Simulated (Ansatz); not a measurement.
GaSb:
```
GaSb
1.0
    0.00000     3.06572     3.06572
    3.06572     0.00000     3.06572
    3.06572     3.06572     0.00000
Sb Ga
1 1
Direct
  0.75000   0.75000   0.75000
  0.00000   0.00000   0.00000
```

Relaxed with r²SCAN. Special points in fractions of this cell's reciprocal vectors: Γ (0.000, 0.000, 0.000); X (0.500, 0.000, 0.500); U (0.625, 0.250, 0.625); K (0.375, 0.375, 0.750); L (0.500, 0.500, 0.500); W (0.500, 0.250, 0.750).

Question: List the band energies nearest the valence-band maximum at these points for r²SCAN with spin–orbit coupling in the plane-wave PAW code Ansatz.

Answer: In eV from the valence-band maximum; about four levels below and three above (degenerate sets whole), none deeper than 8.9 eV; points with the same levels are listed once.

| k | below | above |
|---|---|---|
| Γ | 0.00 0.00 0.00 0.00 | 0.20 0.20 2.63 2.63 |
| X | -3.02 -3.02 -2.77 -2.77 | 0.92 0.92 1.28 1.28 |
| U | -4.05 -3.85 -2.50 -2.48 | 1.42 1.45 3.91 |
| L | -1.63 -1.63 -1.23 -1.23 | 0.46 0.46 3.75 3.75 |
| W | -3.86 -3.54 -3.42 -3.41 | 3.56 3.94 4.40 |

Space group F-43m (zinc blende). The r²SCAN relaxation kept the symmetry of its start; of distortions, only those at the zone centre were tested.

Potentials: the later of the program's two PAW sets.
